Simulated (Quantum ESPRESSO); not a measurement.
```cif
data_CuLuS2
_chemical_formula_sum 'S2 Cu1 Lu1'
_space_group_name_H-M_alt 'P 1'
_space_group_IT_number 1
_cell_length_a 3.79733
_cell_length_b 3.79733
_cell_length_c 5.98315
_cell_angle_alpha 90.000
_cell_angle_beta 90.000
_cell_angle_gamma 120.000
loop_
_space_group_symop_operation_xyz
  'x, y, z'
loop_
_atom_site_label
_atom_site_type_symbol
_atom_site_fract_x
_atom_site_fract_y
_atom_site_fract_z
_atom_site_occupancy
S1 S 0.66667 0.33333 0.77074 1
S2 S 0.00000 0.00000 0.27457 1
Cu1 Cu 0.66667 0.33333 0.39234 1
Lu1 Lu 0.33333 0.66667 0.00535 1
```

Cell and atoms were relaxed with PBEsol from Materials Project entry mp-1001780, within its symmetry.

Task: What does norm-conserving PBEsol (Quantum ESPRESSO, 100 Ry, without SOC) give for the electronic structure near the Fermi level?

Result: The PBEsol gap is indirect, 1.17 eV, from Γ to L; the smallest direct gap is 1.77 eV. The 3d shell has no Hubbard U; the runs are without spin polarisation, and magnetic order was not tried. The 4f states are in the valence at their DFT position.

The structure is a Materials Project entry; no match was found in the copy of COD used, and its stability was not checked.
